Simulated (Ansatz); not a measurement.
# Elastic constants of HfN at 5 GPa (stress–strain coefficients): input and output

Method: DFT PBE, scalar-relativistic, plane waves, PAW in Ansatz 0.2.0.

Launched with:
```bash
ansatz run input.yaml --threads 1 --pin off --max-ram 3072MiB --backend cpu --events-out ev --progress --plain --runs-dir out
```

Input (bare energies are in eV):
```yaml
crystal:
  lattice:
    - [0.0, 2.2605116969, 2.2605116969]
    - [2.2605116969, 0.0, 2.2605116969]
    - [2.2605116969, 2.2605116969, 0.0]
  atoms:
    - { symbol: Hf, position: [0.0, 0.0, 0.0] }
    - { symbol: "N", position: [0.5, 0.5, 0.5] }
basis:
  ecutwfc: 420
kpoints:
  mp_grid: { grid: [16, 16, 16] }
hamiltonian:
  xc: pbe
scf:
  occupations: { method: fermi_dirac, width: 0.15 }
output:
  forces: true
  stress: true
  eigenvalues: true
elastic:
  mode: relaxed_ion
  amplitude: 0.005
```

From the output:
```
--- Elastic constants: 2 strain directions × 4 members + reference (group order 48) ---
  dense FFT box of the reference and of every strained cell: 24×24×24
  strains applied: 11, 23; error gains: componentwise 1.00 (the most a stress slope's error grows in a printed constant), spectral 1.73 (1 for all six strains in a standard setting)
  C = ∂σ_k/∂η_j (tension-positive GPa; Voigt order 11 22 33 23 13 12):
       619.649    115.374    115.374     -0.000     -0.000      0.000
       115.374    619.649    115.374      0.000     -0.000     -0.000
       115.374    115.374    619.649      0.000      0.000     -0.000
         0.000     -0.000     -0.000    121.403     -0.000     -0.000
        -0.000      0.000      0.000      0.000    121.403     -0.000
        -0.000      0.000      0.000     -0.000      0.000    121.403
  reference stress σ⁰ (GPa):     -4.999     -4.999     -4.999      0.000      0.000     -0.000
  C* (energy form; C + prestress term) asymmetry max|C*_kj − C*_jk| = 7.105e-14 GPa — a small one proves nothing (zero by symmetry where the batch's group is 432, −43m or m−3m); a large one is finite-difference/SCF noise where every solve ...
  moduli (Voigt/Reuss/Hill, GPa): K = 283.47/283.47/283.47   G = 173.70/153.17/163.43   E = 411.26   ν = 0.258
  mechanically stable: yes (min eigenvalue of sym C = 121.40 GPa)
  strain η (Voigt 11):  stress-route row diagonal C_11 = 619.65 GPa, energy-path curvature d²(F+E_count+ΔE)/dδ²/Ω₀ = 619.95 GPa
    cells at ±δ against ±2δ: C11 619.92 and 620.73 GPa, apart by 0.13 % of the column's largest entry
         δ    σ_11 (GPa) F (eV) n_scf n_hpsi n_pw
    -1.000e-2     -11.5680      -16108.6929800      11  176461    459   relax 0 steps, max|allowed force component| 8.38e-31 eV/Å
    -5.000e-3      -8.1892      -16108.7001029       5  126893    463   relax 0 steps, max|allowed force component| 1.97e-30 eV/Å
     5.000e-3      -1.9900      -16108.7073585       5  131209    467   relax 0 steps, max|allowed force component| 7.89e-31 eV/Å
     1.000e-2       0.8466      -16108.7077662       9  154651    469   relax 0 steps, max|allowed force component| 8.87e-31 eV/Å
  strain η (Voigt 23):  stress-route row diagonal C_44 = 121.40 GPa, energy-path curvature d²(F+E_count+ΔE)/dδ²/Ω₀ = 124.20 GPa
    cells at ±δ against ±2δ: C44 121.42 and 121.48 GPa, apart by 0.05 % of the column's largest entry
         δ    σ_23 (GPa) F (eV) n_scf n_hpsi n_pw
    -1.000e-2      -1.2148      -16108.7039617       9  282218    467   relax 0 steps, max|allowed force component| 1.16e-29 eV/Å
    -5.000e-3      -0.6071      -16108.7046233       5  225399    466   relax 0 steps, max|allowed force component| 1.06e-29 eV/Å
     5.000e-3       0.6071      -16108.7046233       5  222396    466   relax 0 steps, max|allowed force component| 3.55e-30 eV/Å
     1.000e-2       1.2148      -16108.7039617       8  257648    467   relax 0 steps, max|allowed force component| 2.68e-29 eV/Å
```

Time: 77 s on 1 thread of Intel(R) Xeon(R) Platinum 8488C (Sapphire Rapids) (shared host), peak memory 0.61 GiB.

In a metal, frequencies and elastic constants depend on the k mesh and the smearing, soft modes and shear constants most. Spin–orbit coupling is left out, which can shift energies with elements as heavy as these.